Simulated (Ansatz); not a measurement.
## Migration: Mg started in the widest void in zincblende SnC, 65 atoms, charge +2

Level of theory: DFT, PBEsol, PAW, plane waves (Ansatz 0.2.0).

Command:

```sh
ansatz run in.yaml --threads 8 --pin off --max-ram 118750MiB --runs-dir r --events-out ev --progress --plain --backend cuda --devices 0, --max-vram 170GiB
```

The input less its lattice and atoms:

```yaml
crystal:
  symmetry: { detect: false }
kpoints:
  mp_grid: { grid: [1, 1, 1], shift: [0.25, 0.25, 0.25] }
hamiltonian:
  xc: pbesol
total_charge: 2
scf:
  occupations: { method: fermi_dirac, width: 0.01 }
neb:
  images: 5
  f_tol: 0.06
  max_iterations: 90
  relax_end_points: true
```

First end, relaxed:

```xyz
65
Lattice="10.0680 0.0000 0.0000 0.0000 10.0680 0.0000 0.0000 0.0000 10.0680" Properties=species:S:1:pos:R:3 pbc="T T T"
Sn    0.0010    0.0038    0.0042
Sn   10.0666    0.0015    5.0204
Sn    0.0018    5.0365    0.0259
Sn   10.0673    5.0343    4.9998
Sn    5.0336    0.0045    0.0258
Sn    5.0314    0.0022    4.9998
Sn    5.0371    5.0400    0.1712
Sn    5.0320    5.0350    4.8572
Sn    2.5109    2.5137    0.0002
Sn    2.5145    2.5174    5.0275
Sn    2.5172    7.5543   10.0644
Sn    2.5110    7.5580    5.0240
Sn    7.5515    2.5200   10.0645
Sn    7.5550    2.5140    5.0241
Sn    7.5605    7.5633    0.0056
Sn    7.5515    7.5544    5.0301
Sn    2.5074    0.0014    2.5116
Sn    2.4868    0.0021    7.5444
Sn    2.4868    5.0342    2.5122
Sn    2.3447    5.0349    7.5452
Sn    7.5591    0.0039    2.5140
Sn    7.5809    0.0046    7.5467
Sn    7.5809    5.0366    2.5146
Sn    7.7267    5.0401    7.5504
Sn   10.0665    2.5102    2.5117
Sn   10.0672    2.4896    7.5445
Sn    0.0010    7.5619    2.5139
Sn    0.0018    7.5837    7.5466
Sn    5.0313    2.4896    2.5122
Sn    5.0320    2.3474    7.5452
Sn    5.0337    7.5837    2.5146
Sn    5.0372    7.7294    7.5503
C     1.2582    1.2612    1.2538
C     1.2583    1.2612    6.2828
C     1.2613    6.2991    1.2521
C     1.2198    6.3165    6.2627
C     6.2962    1.2642    1.2521
C     6.3136    1.2227    6.2627
C     6.3202    6.3230    1.2932
C     6.2683    6.2712    6.3075
C     3.7511    3.7540    1.2897
C     3.7945    3.7974    6.3077
C     3.7718    8.8096    1.2518
C     3.7511    8.8475    6.2641
C     8.8067    3.7747    1.2518
C     8.8446    3.7540    6.2642
C     8.8120    8.8150    1.2572
C     8.8067    8.8096    6.2849
C     3.7696    1.2612    3.7713
C     3.7495    1.2225    8.8268
C     3.7495    6.3166    3.7326
C     3.7945    6.2711    8.7814
C     8.8084    1.2614    3.7716
C     8.8071    1.2642    8.8094
C     8.8070    6.2992    3.7743
C     8.8485    6.3233    8.8334
C     1.2583    3.7726    3.7713
C     1.2197    3.7524    8.8267
C     1.2583    8.8114    3.7715
C     1.2613    8.8099    8.8093
C     6.3137    3.7525    3.7327
C     6.2682    3.7974    8.7814
C     6.2962    8.8099    3.7743
C     6.3203    8.8512    8.8333
Mg    5.0376    5.0401    7.5493
```

The last end differs by the jump below and was relaxed too.

Atom 65 (Mg) jumps. The converged band:

| image | path length (Å) | energy (eV) | x of the mover (Å) | y (Å) | z (Å) |
| --- | --- | --- | --- | --- | --- |
| 0 | 0.00 | 0.000 | 5.038 | 5.040 | 7.549 |
| 1 | 0.44 | 0.348 | 5.211 | 5.214 | 7.724 |
| 2 | 0.88 | 1.224 | 5.438 | 5.440 | 7.950 |
| 3 | 1.32 | 1.981 | 5.679 | 5.682 | 8.192 |
| 4 | 1.75 | 2.227 | 5.920 | 5.923 | 8.433 |
| 5 | 2.18 | 2.105 | 6.134 | 6.137 | 8.647 |
| 6 | 2.61 | 2.004 | 6.311 | 6.314 | 8.824 |

Highest image (4):

```
Sn C Mg
1.0
    10.06796    0.00000    0.00000
     0.00000   10.06796    0.00000
     0.00000    0.00000   10.06796
Sn C Mg
32 32 1
Cartesian
  10.0592 10.0621 10.0592
  10.0637 10.0666 5.0186
  0.0163 5.0305 0.0124
  0.0488 5.0414 4.9863
  5.0277 0.0192 0.0124
  5.0386 0.0518 4.9863
  4.8929 4.8958 0.3057
  5.0377 5.0405 5.0430
  2.4701 2.4730 10.0572
  2.5202 2.5231 5.0332
  2.5311 7.5655 0.0077
  2.4701 7.5471 4.9832
  7.5626 2.5340 0.0076
  7.5442 2.4730 4.9832
  7.5699 7.5728 0.0150
  7.5626 7.5655 5.0441
  2.5056 10.0666 2.5087
  2.4733 0.0518 7.5516
  2.4733 5.0414 2.5619
  2.5300 5.0405 7.5507
  7.5462 10.0621 2.5043
  7.5673 0.0192 7.5407
  7.5673 5.0305 2.5293
  7.8607 4.8958 7.4060
  10.0637 2.5084 2.5087
  0.0488 2.4762 7.5516
  10.0592 7.5490 2.5043
  0.0163 7.5702 7.5407
  5.0386 2.4762 2.5619
  5.0377 2.5329 7.5507
  5.0277 7.5702 2.5293
  4.8929 7.8636 7.4060
  1.2325 1.2354 1.2546
  1.2545 1.2574 6.2636
  1.2695 6.2981 1.2531
  1.2648 6.2941 6.2932
  6.2952 1.2724 1.2531
  6.2912 1.2677 6.2932
  6.2782 6.2811 1.2611
  6.3019 6.3048 6.3405
  3.6503 3.6532 1.3754
  3.7793 3.7822 6.2923
  3.7822 8.8200 1.2622
  3.6503 8.9333 6.1633
  8.8171 3.7851 1.2622
  8.9304 3.6531 6.1633
  8.8008 8.8036 1.2458
  8.8171 8.8200 6.2952
  3.7506 1.2574 3.7675
  3.7801 1.2677 8.8042
  3.7801 6.2941 3.7779
  3.8275 6.3048 8.8149
  8.8096 1.2354 3.7455
  8.8081 1.2724 8.8082
  8.8081 6.2981 3.7825
  8.8161 6.2811 8.7912
  1.2545 3.7535 3.7675
  1.2648 3.7830 8.8042
  1.2325 8.8124 3.7455
  1.2695 8.8109 8.8082
  6.2912 3.7830 3.7779
  6.3019 3.8304 8.8149
  6.2952 8.8110 3.7825
  6.2782 8.8189 8.7912
  5.9202 5.9231 8.4332
```

(1) What are the barriers forward and back?

Time: 21 s of wall time on one NVIDIA GB200 with 8 processor threads, on a host shared with other runs; peak host memory 2.6 GiB.

Answers

(1) 2.227 eV forward and 0.223 eV back, at the single k point (¼, ¼, ¼) without its symmetry partners and without charge corrections. The two differ because the ends are different sites or relaxed into different distortions; from the lower end the barrier is the larger one. The one k point singles out an axis, so the ends can be distorted along it and jumps that symmetry makes equal can differ. The highest image climbed; that it is a first-order saddle isn't proved.
